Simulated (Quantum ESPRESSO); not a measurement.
## Kohn-Sham bands of LiAuF$_{6}$ (R-3)

```xyz
8
Lattice="-2.4690 4.2764 0.0000 -4.9380 0.0000 0.0000 -2.4690 1.4255 4.5196" Properties=species:S:1:pos:R:3 pbc="T T T"
Li    -4.9380     2.8509     2.2598
Au     0.0000     0.0000     0.0000
F     -1.5604    -0.0660     1.1148
F      1.5604     0.0660    -1.1148
F      0.8374    -1.3184     1.1148
F     -0.8374     1.3184    -1.1148
F      0.7231     1.3844     1.1148
F     -0.7231    -1.3844    -1.1148
```

Structure: Materials Project mp-1079483, symmetrised, not relaxed again. Not found in the COD (Crystallography Open Database) copy used; not checked further. Method: PBEsol plane waves in Quantum ESPRESSO 7.5 (PseudoDojo norm-conserving files, 68 Ry, no spin polarisation, no spin-orbit coupling), Bloch states on a 4×4×4 mesh through Γ, Wannier90 4.0.1. Density: 8×8×8 mesh, cold smearing 0.01 Ry. Spin-orbit coupling is left out although heavy elements are present.

Q: List the Kohn-Sham levels between −8 and 4.2 eV relative to the valence-band maximum at the high-symmetry points, as a band run of pw.x on that density gives them (levels within 2 meV counted together).

A: 
```csv
point,k (reciprocal lattice),levels (eV)
Γ,0.000 0.000 0.000,"-6.77 (×2), -5.85, -5.63 (×2), -5.47, -3.89 (×2), -3.50, -2.22, -1.70, -1.45 (×2), -1.19 (×2), -1.15, -1.12 (×2), -0.85, -0.51 (×2), 2.22 (×2)"
T,0.000 0.000 0.500,"-6.93 (×2), -5.69, -5.54 (×2), -5.19, -3.63, -3.43 (×2), -2.38, -1.95, -1.80 (×2), -1.65, -1.24 (×2), -1.23 (×2), -0.51, -0.33 (×2), 2.05 (×2)"
H_2,-0.267 -0.534 0.233,"-6.97, -6.86, -5.63, -5.61, -5.40, -5.33, -3.55, -3.49, -3.32, -2.34, -2.31, -1.93, -1.80, -1.62, -1.56, -1.19, -1.14, -1.09, -0.47, -0.36, -0.12, 2.05, 2.12"
H_0,-0.466 -0.733 -0.233,"-6.97, -6.86, -5.63, -5.61, -5.40, -5.33, -3.55, -3.49, -3.32, -2.34, -2.31, -1.93, -1.80, -1.62, -1.56, -1.19, -1.14, -1.09, -0.47, -0.36, -0.12, 2.05, 2.12"
L,0.000 -0.500 0.000,"-6.94, -6.84, -5.86, -5.60, -5.42, -5.27, -3.97, -3.53, -3.17, -2.39, -2.04, -1.62, -1.55, -1.35, -1.34, -1.24, -1.15, -1.15, -0.91, -0.53, -0.09, 1.97, 2.16"
S_0,-0.366 -0.733 -0.366,"-6.99, -6.84, -5.64, -5.55, -5.45, -5.35, -3.66, -3.42, -3.31, -2.40, -2.20, -2.08, -1.77, -1.54, -1.36, -1.24, -1.15, -1.07, -0.59, -0.35, -0.11, 2.02, 2.16"
S_2,-0.366 -0.634 0.000,"-6.99, -6.84, -5.64, -5.55, -5.45, -5.35, -3.66, -3.42, -3.31, -2.40, -2.20, -2.08, -1.77, -1.54, -1.36, -1.24, -1.15, -1.07, -0.59, -0.35, -0.11, 2.02, 2.16"
F,-0.500 -0.500 0.000,"-7.04, -6.80, -5.75, -5.47, -5.36, -5.26, -3.67, -3.60, -3.26, -2.53, -2.27, -2.02, -1.66, -1.38, -1.30, -1.26, -1.21, -1.07, -0.82, -0.39, 0.00, 2.00, 2.20"
```
